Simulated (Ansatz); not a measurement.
Relaxation of a generated cell, PtSe2 placed in the AFLOW prototype A2B_cP6_224_b_a (C3, as in Cu2O); 6 atoms in the cell, which starts as Pn-3m, origin choice 1 (No. 224), cP6; a = b = c = 5.0524 Å, α = β = γ = 90.00°. Computed with PBEsol (plane waves to 420 eV, PAW, scalar-relativistic; Ansatz, a first-principles code). Γ-centred k-mesh 5×5×5 on the run's cell (coarser than for final values), Fermi–Dirac smearing 0.05 eV. This is the first round of the run. 

The optimiser's lines from the output (shortened; P is positive under compression):

```
relax step   1: F+E_penalty+E_count = -46459.25403852 eV  Δ(F+E_penalty+E_count) = +0.000e0 eV  max|allowed force component| = 7.710e-18 eV/Å  Δτ_max = 0.0000 Å  P = +27.707 GPa  Ω = 128.973 Å³  (7 SCF iters, dr2 threshold 1.00e-7 eV, accepted)
relax step   2: F+E_penalty+E_count = -46461.21569016 eV  Δ(F+E_penalty+E_count) = -1.962e0 eV  max|allowed force component| = 2.776e-17 eV/Å  Δτ_max = 0.0000 Å  P = +6.683 GPa  Ω = 148.770 Å³  (6 SCF iters, dr2 threshold 6.00e-7 eV, accepted)
relax step   3: F+E_penalty+E_count = -46461.41202982 eV  Δ(F+E_penalty+E_count) = -1.963e-1 eV  max|allowed force component| = 6.052e-17 eV/Å  Δτ_max = 0.0000 Å  P = +1.869 GPa  Ω = 156.388 Å³  (6 SCF iters, dr2 threshold 6.00e-7 eV, accepted)
relax step   4: F+E_penalty+E_count = -46461.43166270 eV  Δ(F+E_penalty+E_count) = -1.963e-2 eV  max|allowed force component| = 8.018e-17 eV/Å  Δτ_max = 0.0000 Å  P = -0.133 GPa  Ω = 160.277 Å³  (5 SCF iters, dr2 threshold 6.00e-7 eV, accepted)
relax step   5: F+E_penalty+E_count = -46461.43183863 eV  Δ(F+E_penalty+E_count) = -1.759e-4 eV  max|allowed force component| = 7.016e-17 eV/Å  Δτ_max = 0.0000 Å  P = -0.001 GPa  Ω = 160.003 Å³  (4 SCF iters, dr2 threshold 4.40e-8 eV, accepted)
relax step   6: F+E_penalty+E_count = -46461.44091228 eV  Δ(F+E_penalty+E_count) = -9.074e-3 eV  max|allowed force component| = 6.939e-17 eV/Å  Δτ_max = 0.0000 Å  P = +0.081 GPa  Ω = 160.003 Å³  stress off target by 8.14e-2 GPa  SCF on the basis re-selected at this cell (its energy is not comparable with the rows above)  (9 SCF iters)
relax step   7: F+E_penalty+E_count = -46461.44093263 eV  Δ(F+E_penalty+E_count) = -2.035e-5 eV  max|allowed force component| = 6.476e-17 eV/Å  Δτ_max = 0.0000 Å  P = +0.002 GPa  Ω = 160.172 Å³  (4 SCF iters, dr2 threshold 1.66e-8 eV, accepted)
relax step   8: F+E_penalty+E_count = -46461.44095700 eV  Δ(F+E_penalty+E_count) = -2.437e-5 eV  max|allowed force component| = 6.014e-17 eV/Å  Δτ_max = 0.0000 Å  P = +0.002 GPa  Ω = 160.172 Å³  stress off target by 1.84e-3 GPa  SCF on the basis re-selected at this cell (its energy is not comparable with the rows above)  (5 SCF iters)
```

From the first to the last row the energy changes by -0.36 eV/atom and the volume by +24.2 %. The last row is marked as not comparable with the walk above it, whose basis was carried along; it does compare with step 1, since both stand on a basis selected at the nominal cutoff for their own cell.

Later rounds, restarted from the end of this one on a renewed k-mesh, logged 8 more steps and released under 0.01 eV/atom more. The final structure after all rounds: Pn-3m, origin choice 1 (No. 224), cP6, AFLOW prototype A2B_cP6_224_b_a (C3, as in Cu2O); a = b = c = 5.4297 Å, α = β = γ = 90.00°. Between re-selections the logged energies stand on a plane-wave basis carried along with the cell. No spin polarisation in the result. A magnetic state may lie lower.

The run could not lower the symmetry of its start; a shaken copy of this end point relaxes with PBEsol to P1 (No. 1), 0.46 eV/atom lower.

The relaxed structure here is a generated cell of PtSe2: the first start was made by placing the elements on the sites of a structure type, and the end was not matched to a known phase here, so it may be hypothetical. Known forms of PtSe2 include space group No. 164.
